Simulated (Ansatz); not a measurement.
# Calculation log, TiN (Fm-3m) (phonons)

Computed with PBEsol, PAW on Ansatz 0.2.0's default frozen-core files (fitted under PBE), scalar-relativistic; not a measurement.

The cell is the relaxed one with its volume scaled by 1.03.

Command line:

```sh
ansatz run input.yaml --threads 1 --pin off --max-ram 3072MiB --backend cpu --events-out ev --progress --plain --runs-dir out
```

Input file:

```yaml
crystal:
  lattice:
    - [0.0, 2.12289833482, 2.12289833482]
    - [2.12289833482, 0.0, 2.12289833482]
    - [2.12289833482, 2.12289833482, 0.0]
  atoms:
    - { symbol: Ti, position: [0.0, 0.0, 0.0] }
    - { symbol: "N", position: [0.5, 0.5, 0.5] }
kpoints:
  mp_grid: { grid: [14, 14, 14] }
scf:
  occupations: { method: fermi_dirac, width: 0.05 }
hamiltonian:
  xc: pbesol
  pseudopotentials: { kind: paw }
phonons:
  qmesh: [2, 2, 2]
  qpath:
    path:
      - [0.0, 0.0, 0.0]
      - [0.5, 0.0, 0.5]
      - [0.625, 0.25, 0.625]
      - [0.375, 0.375, 0.75]
      - [0.0, 0.0, 0.0]
      - [0.5, 0.5, 0.5]
      - [0.5, 0.25, 0.75]
      - [0.5, 0.0, 0.5]
    npoints: 6
  temperatures: { t_min: 0, t_max: 1000, t_step: 100 }
```

Output:

```
Warning: RAYON_NUM_THREADS=1 ignored (pool sized by the plan → 1); use --threads N
Engine: ansatz 0.2.0, x86_64-unknown-linux-gnu
Pseudopotentials: kind: paw
Pseudopotential: Ti, paw, valence charge 12, recommended cutoff 420 eV (normal), Ti.paw.azcp
Pseudopotential: N, paw, valence charge 5, recommended cutoff 420 eV (normal), N.paw.azcp
Functional definition: PBEsol
  exchange = pbesol_x
  correlation = pbesol_c
Crystal: 4 atoms, lattice volume = 38.269 Å³
Basis set: ecut = 420 eV, 707 PW (Γ), FFT grids on a1, a2, −a2+a3, exchange–correlation on 48×48×72 points (8 copies of the dense FFT grid, shifted against one another)
Bands: 25, of which v1, the nominal top of the filled ones, is band 17 counted from 1 (16 counted from 0)
Symmetry: 24 space group operations
k-points: 144 of 1372
Non-local potential: Ti, projectors of the file, l = 0: 3, l = 1: 2, l = 2: 3, l = 3: 1
Non-local potential: N, projectors of the file, l = 0: 2, l = 1: 2, l = 2: 1
PAW form: soft (Blöchl's): semilocal exchange-correlation on the pseudo side does not see the compensation charge
[... 88 lines left out ...]
  max |Σ_I F_I| component: 3.42e-29 eV/Å
--- Phonons: 4 displaced members + 2 references (amplitude of the first 0.0025 Å, Σ member SCF iterations 29) ---
  ASR residual: 8.510e-5 → 0.000e0 eV/Å²; symmetrization residual: 4.395e-4 eV/Å²
  largest component of a force at the reference: 1.7e-29 eV/Å
  ASR residual per site (eV/Å²): 6.08e-5 8.51e-5
  Γ frequencies (cm⁻¹): 0.00 0.00 0.00 502.51 502.51 502.51
--- Phonons (by wavevector): 3 wavevectors in 2 supercells ---
  supercell 1 (2 cells, vectors [1, 0, 0], [0, 1, 0], [0, 0, 2] in multiples of the cell's): 2 displaced members by 0.0025 Å; free energy -5712.419815 eV; taken off its force constants: by the sum rule 8.5e-5, by the ...
  symmetry images taken by strict's conditions (phonons.symmetry_images: auto; settled by no image being taken that strict refuses)
  supercell 2 (2 cells, vectors [1, 0, 0], [0, 1, -1], [0, 0, 2] in multiples of the cell's): 2 displaced members by 0.0025 Å; free energy -5712.419815 eV; taken off its force constants: by the sum rule 6.2e-5, by the ...
  symmetry images taken by strict's conditions (phonons.symmetry_images: auto; settled by no image being taken that strict refuses)
  q = [0.0000, 0.0000, 0.0000] (star 1, supercell 1; hermiticity 0.00e0, symmetrization 1.27e-6): -0.00 0.00 0.00 502.51 502.51 502.51
  q = [0.0000, 0.0000, -0.5000] (star 4, supercell 1; hermiticity 9.87e-17, symmetrization 5.69e-16): 172.85 172.85 214.77 520.07 520.07 572.14
  q = [0.0000, -0.5000, -0.5000] (star 3, supercell 2; hermiticity 1.38e-16, symmetrization 5.51e-16): 255.67 255.67 296.38 508.53 508.53 536.02
  joined force constants: q→R imaginary residual 1.99e-17
  density of states and harmonic sums: on the 26×26×26 q-mesh, interpolated from the force constants of a 2×2×2 supercell (no non-analytic term)
  largest difference from the sums on the solved wave vectors: F 5.28e-2 eV, S 8.51e-5 and C_V 3.23e-5 eV/K
```

The calculation finished and met its thresholds.

**Zone-centre phonons**

Harmonic phonons of a crystal by Kohn-Sham DFT at the given cell, standard atomic masses, acoustic sum rule imposed; negative wavenumbers are unstable modes; optical zone-centre levels upwards with Mulliken labels, activity, and the element with most of the kinetic energy.

| Item | Value |
| --- | --- |
| Point group | m-3m |

```
number  phonon wavenumber (cm⁻¹)  label  infrared  raman  lead element
     1                     502.5    T1u       yes     no             N
```

**Harmonic thermodynamics**

Sums over wave vectors interpolated from the q mesh.

* Zero point energy: 68.39 meV/atom

```csv
temperature (K),phonon heat capacity (k_B/atom),phonon entropy (k_B/atom),phonon free energy (meV/atom)
100,0.787,0.3559,67.55
200,1.751,1.223,60.8
300,2.282,2.046,46.64
400,2.552,2.743,25.91
500,2.698,3.33,-0.32
600,2.784,3.83,-31.23
700,2.838,4.263,-66.14
800,2.875,4.645,-104.6
900,2.9,4.985,-146.1
1000,2.919,5.292,-190.4
```

Phonons on the q mesh:

One row a degenerate set, branches counted upwards.

- Unstable phonons: no

| point | q a (r.l.u.) | q b (r.l.u.) | q c (r.l.u.) | branch | phonon wavenumber (cm⁻¹) | degeneracy |
| --- | --- | --- | --- | --- | --- | --- |
| Gamma | 0 | 0 | 0 | 4 | 502.5 | 3 |
| L | 0.5 | 0 | 0 | 1 | 172.8 | 2 |
| L | 0.5 | 0 | 0 | 3 | 214.8 | 1 |
| L | 0.5 | 0 | 0 | 4 | 520.1 | 2 |
| L | 0.5 | 0 | 0 | 6 | 572.1 | 1 |
| X | 0.5 | 0.5 | 0 | 1 | 255.7 | 2 |
| X | 0.5 | 0.5 | 0 | 3 | 296.4 | 1 |
| X | 0.5 | 0.5 | 0 | 4 | 508.5 | 2 |
| X | 0.5 | 0.5 | 0 | 6 | 536 | 1 |

Caveats: frozen-core PAW files fitted under PBE, their cores solved anew for the functional of the run; responses of metals move with mesh and smearing; cell scaled away from its relaxed volume; activity by symmetry alone, a metal screens infrared modes; coarse q mesh.

Time and hardware: 39 s on 1 thread of AMD EPYC 9R45 96-Core Processor (Zen 5) (shared host), peak memory 0.73 GiB.
